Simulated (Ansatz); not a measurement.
InAs:
```
CELL_PARAMETERS angstrom
      0.00000     3.05380     3.05380
      3.05380     0.00000     3.05380
      3.05380     3.05380     0.00000
ATOMIC_POSITIONS crystal
  In 0.00000 0.00000 0.00000
  As 0.25000 0.25000 0.25000
```

Relaxed with r²SCAN. Special points in fractions of this cell's reciprocal vectors: Γ (0.000, 0.000, 0.000); X (0.500, 0.000, 0.500); U (0.625, 0.250, 0.625); K (0.375, 0.375, 0.750); L (0.500, 0.500, 0.500); W (0.500, 0.250, 0.750).

List the band energies nearest the Fermi level at these points for r²SCAN with spin–orbit coupling (plane waves, PAW; program Ansatz).

In eV from the Fermi level; about four levels below and three above (degenerate sets whole), none deeper than 8.9 eV; points with the same levels are listed once.

| k | below | above |
|---|---|---|
| Γ | -0.01 -0.01 -0.01 -0.01 | 3.83 3.83 4.29 4.29 4.29 4.29 |
| X | -2.42 -2.42 -2.41 -2.41 | 1.76 1.76 2.23 2.23 |
| U | -3.34 -3.33 -2.04 -2.04 | 2.30 2.31 4.42 |
| L | -1.21 -1.21 -0.97 -0.97 | 1.13 1.13 4.82 4.82 |
| W | -3.08 -2.99 -2.98 -2.86 | 4.25 4.42 4.46 |

Space group F-43m (zinc blende). Symmetry was held in the r²SCAN relaxation.

Potentials: the earlier of the program's two PAW sets.
